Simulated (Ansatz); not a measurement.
FeAs$_{2}$:
```yaml
crystal:
  lattice:
    - [5.24952, 0.00000, 0.00000]
    - [0.00000, 5.96601, 0.00000]
    - [0.00000, 0.00000, 2.87314]
  atoms:
    - { symbol: Fe, position: [0.00000, 0.00000, 0.00000] }
    - { symbol: Fe, position: [0.50000, 0.50000, 0.50000] }
    - { symbol: As, position: [0.17867, 0.36305, 0.00000] }
    - { symbol: As, position: [0.82133, 0.63695, 0.00000] }
    - { symbol: As, position: [0.67867, 0.13695, 0.50000] }
    - { symbol: As, position: [0.32133, 0.86305, 0.50000] }
```

Relaxed with r²SCAN. Special points in fractions of this cell's reciprocal vectors: Γ (0.000, 0.000, 0.000); X (0.500, 0.000, 0.000); S (0.500, 0.500, 0.000); Y (0.000, 0.500, 0.000); Z (0.000, 0.000, 0.500); U (0.500, 0.000, 0.500); R (0.500, 0.500, 0.500); T (0.000, 0.500, 0.500).

Question: List the band energies nearest the valence-band maximum at these points for DFT-r²SCAN in the program Ansatz with PAW potentials.

Answer: In eV from the valence-band maximum; about four levels below and three above (degenerate sets whole), none deeper than 8.9 eV; points with the same levels are listed once.

```json
[
 {"k": "Γ", "below": "-0.56 -0.30 -0.22 -0.08", "above": "2.01 2.72 4.62"},
 {"k": "X", "below": "-0.63 -0.63 -0.31 -0.31", "above": "3.64 3.64 4.12 4.12"},
 {"k": "S", "below": "-0.99 -0.99 -0.25 -0.25", "above": "1.80 1.80 4.77 4.77"},
 {"k": "Y", "below": "-0.35 -0.35 -0.21 -0.21", "above": "2.87 2.87 3.32 3.32"},
 {"k": "Z", "below": "-1.05 -1.05 -0.36 -0.36", "above": "0.86 0.86 2.36 2.36"},
 {"k": "U", "below": "-0.91 -0.91 -0.45 -0.45", "above": "1.16 1.16 2.07 2.07"},
 {"k": "R", "below": "-0.85 -0.85 0.00 0.00", "above": "0.94 0.94 2.89 2.89"},
 {"k": "T", "below": "-0.99 -0.99 -0.42 -0.42", "above": "0.85 0.85 1.28 1.28"}
]
```

Space group Pnnm. The first step of the workflow began from a Materials Project structure, measured or hypothetical; the Crystallography Open Database files this formula in space group No. 58, but the cells were not matched. Its standing as an ambient phase is unchecked. Symmetry was held in the r²SCAN relaxation; its stability against distortions is not shown here. The run is not spin-polarised. Spin–orbit coupling is left out wherever it is not named.

Potentials: the later of the program's two PAW sets.
